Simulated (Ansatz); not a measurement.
WSeS:
```xyz
6
Lattice="3.2358 0.0000 0.0000 -1.6179 2.8023 0.0000 0.0000 0.0000 12.8966" Properties=species:S:1:pos:R:3 pbc="T T T"
W      0.0000     1.8682     3.3520
W      1.6179     0.9341     9.5446
Se     0.0000     1.8682    11.2417
Se     1.6179     0.9341     1.6549
S      1.6179     0.9341     4.8794
S      0.0000     1.8682     8.0172
```

Relaxed with r²SCAN+D4. Special points in fractions of this cell's reciprocal vectors: Γ (0.000, 0.000, 0.000); M (0.500, 0.000, 0.000); K (0.333, 0.333, 0.000); A (0.000, 0.000, 0.500); L (0.500, 0.000, 0.500); H (0.333, 0.333, 0.500).

### Question
List the band energies nearest the valence-band maximum at these points for r²SCAN+D4 with spin–orbit coupling in the plane-wave PAW code Ansatz.

### Answer
In eV from the valence-band maximum; about four levels below and three above (degenerate sets whole), none deeper than 8.9 eV; points with the same levels are listed once.

```tsv
k	below	above
Γ	-1.06 -1.06 0.00 0.00	2.37 2.37 2.40 2.40
M	-1.55 -1.55 -1.50 -1.50	2.06 2.06 2.09 2.09
K	-0.90 -0.90 -0.41 -0.41	1.15 1.15 1.18 1.18
A	-0.57 -0.57 -0.12 -0.12	2.38 2.38 2.38 2.38
L	-1.57 -1.57 -1.50 -1.50	2.08 2.08 2.08 2.08
H	-0.89 -0.89 -0.43 -0.43	1.15 1.15 1.18 1.18
```

Space group P-3m1. The workflow started from a Materials Project entry (that database holds measured and hypothetical structures alike); the Crystallography Open Database copy checked does not list it. Whether it is the stable phase at ambient conditions was not checked. The cell was relaxed with r²SCAN+D4 under the symmetry of its start; its stability against distortions is not shown here. The run is not spin-polarised.

Potentials: the later of the program's two PAW sets.
